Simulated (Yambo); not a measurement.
A G0W0@LDA run in Yambo for Rb₂KScF₆ (space group Fm-3m, No. 225) (2×2×2 Γ-centred k mesh, bands 2 to 284 and a 7 Ry block in the screening, 284 bands in G with the Bruneval-Gonze terminator, plasmon pole fitted at 27.2 eV) gives these matrix elements, in eV, at the band edges (Γ → Γ):

```
state               E0    <Vxc>     <Σx>  <Σc(E0)>      Z
---------------  -----  -------  -------  --------  -----
valence edge     0.000  -22.075  -29.854     4.898  0.804
conduction edge  6.004   -8.486   -3.891    -2.862  0.896
```

Solve the linearised quasiparticle equation for both states, give the gap, and say how exchange and correlation each act on it.

E = E0 + Z(Σx + Σc − Vxc). Valence: 0.000 + 0.804 × (-29.854 + (4.898) − (-22.075)) = -2.32 eV. Conduction: 6.004 + 0.896 × (-3.891 + (-2.862) − (-8.486)) = 7.56 eV. The gap is 9.87 eV, against 6.00 eV in LDA. Replacing Vxc by bare exchange alone would open it by 12.37 eV; correlation takes back 7.76 eV of that, and Z scales what is left. Nearest settings tried, and what they do to the gap: 186 bands in W, 186 bands in G: +49 meV; 6 Ry block (339 vectors against 459): +12 meV. Not varied: mesh. So the settings aren't converged at that level. The k mesh is coarse. 

Geometry of the Materials Project entry, not relaxed at this level; primitive cell a = 6.505 Å, b = 6.505 Å, c = 6.505 Å, α = 60.00°, β = 60.00°, γ = 60.00°.

The structure is a Materials Project entry; no match was found in the copy of COD used, and its stability was not checked.
